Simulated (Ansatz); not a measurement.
Zr5Ga3 in space group P6_3/mcm (No. 193; Zr on 4d, Zr on 6g, Ga on 6g), the program Ansatz at the r²SCAN level (PAW), all energies at zero smearing, with the estimated change up to a 700 eV cutoff added, with one set of potentials and settings (totals compare only within such a set). Cell of 16 atoms (10 Zr, 6 Ga): -64701.564 eV.

```tsv
element	reference phase	E (eV/atom)
Zr	P6_3/mmc, 2 atoms in the cell	-4195.0547
Ga	Cmce, 4 atoms in the cell	-3790.2722
```

Formation energy per atom, worked out: (-64701.564 − 10×(-4195.0547) − 6×(-3790.2722))/16 = -0.586 eV/atom (-57 kJ per mol of atoms), at 0 K, without zero-point energy or fitted corrections.

The first step of the workflow began from a Materials Project structure, measured or hypothetical; the Crystallography Open Database copy checked does not list it. Its standing as an ambient phase is unchecked. Symmetry was held in the r²SCAN relaxation; its stability against distortions is not shown here. No spin polarisation was allowed. The references are the lowest solids computed at this level, not always the standard phases.

Potentials: the earlier of the program's two PAW sets.
